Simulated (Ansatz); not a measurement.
RbCaH3:
Space group Pm-3m (No. 221); a = 4.4716 Å, b = 4.4716 Å, c = 4.4716 Å, α = 90.00°, β = 90.00°, γ = 90.00°

```csv
atom,site,symmetry,x,y,z
Rb,1a,m-3m,0.0000,0.0000,0.0000
Ca,1b,m-3m,0.5000,0.5000,0.5000
H,3c,4/mm.m,0.0000,0.5000,0.5000
```

Relaxed with PBEsol. The program Ansatz at the PBEsol level (PAW) gives a gap of 3.05 eV.

Question: What gap does HSE06 give on the same cell (Ansatz, PAW)?

Answer: 4.44 eV, 1.39 eV more. The hybrid was solved on a coarser mesh and at special points; its gap is the smallest among all of these.

```tsv
k	v1 PBEsol	c1 PBEsol	v1 HSE06	c1 HSE06
Γ	-0.45	6.16	(withheld)	(withheld)
R	-0.23	4.40	(withheld)	(withheld)
M	0.00	3.05	0.00	4.44
X	-0.19	5.65	(withheld)	(withheld)
```

Question: Top valence (v1) and lowest conduction level (c1) in eV from each method's valence maximum (which need not be a listed point): supply the withheld HSE06 values.

Answer: 
- X, v1 HSE06: -0.14
- X, c1 HSE06: 7.15
- Γ, v1 HSE06: -0.40
- Γ, c1 HSE06: 8.01
- R, v1 HSE06: -0.23
- R, c1 HSE06: 5.93

Cost on shared cores: the PBEsol run (SCF on a 6×6×6 mesh, then bands and DOS) about 22 core-seconds (a rough figure), the HSE06 run (SCF on 4×4×4, then a few points) around 80 core-seconds (rough); the tasks are unlike.

The first step of the workflow began from a Materials Project structure, measured or hypothetical; the Crystallography Open Database files this formula in space group No. 221, but the cells were not matched. Whether it is the stable phase at ambient conditions was not checked. The PBEsol relaxation kept the symmetry of its start; whether a distortion lowers the energy is not shown. Scalar-relativistic: spin–orbit coupling is off unless named, which matters more the heavier the elements.

Potentials: the later of the program's two PAW sets.
